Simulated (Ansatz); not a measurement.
ReC (CsCl type, Pm-3m) at seven volumes, plane-wave PAW PBEsol (Ansatz code), scaled uniformly. One row is withheld.

| V (Å³/atom) | P (GPa) |
|---|---|
| 8.655 | 49.62 |
| 8.940 | 30.35 |
| 9.225 | ? |
| 9.511 | 0.00 |
| 9.796 | -11.87 |
| 10.081 | -21.93 |
| 10.367 | -30.44 |

**Question.** Fit the shown pressures and predict the withheld one.

**Answer.** Third-order Birch–Murnaghan: P = (3/2)B₀(x^(7/2) − x^(5/2))[1 + (3/4)(B′ − 4)(x − 1)] with x = (V₀/V)^(2/3). Least squares on the six rows gives V₀ = 9.511 Å³/atom, B₀ = 427.4 GPa, B′ = 4.42. At V = 9.225, x = 1.0206 and P = 13.96 GPa. The run itself gave 13.95 GPa.

A made-up cell: these elements were put on the sites of a structure type; neither database checked (COD, Materials Project) lists it. Whether it is the stable phase at ambient conditions was not checked. The PBEsol relaxation kept the symmetry of its start. At this level the phase is dynamically unstable (imaginary phonons). The run is not spin-polarised. Scalar-relativistic: spin–orbit coupling is off unless named, which matters more the heavier the elements.

Potentials: the later of the program's two PAW sets.
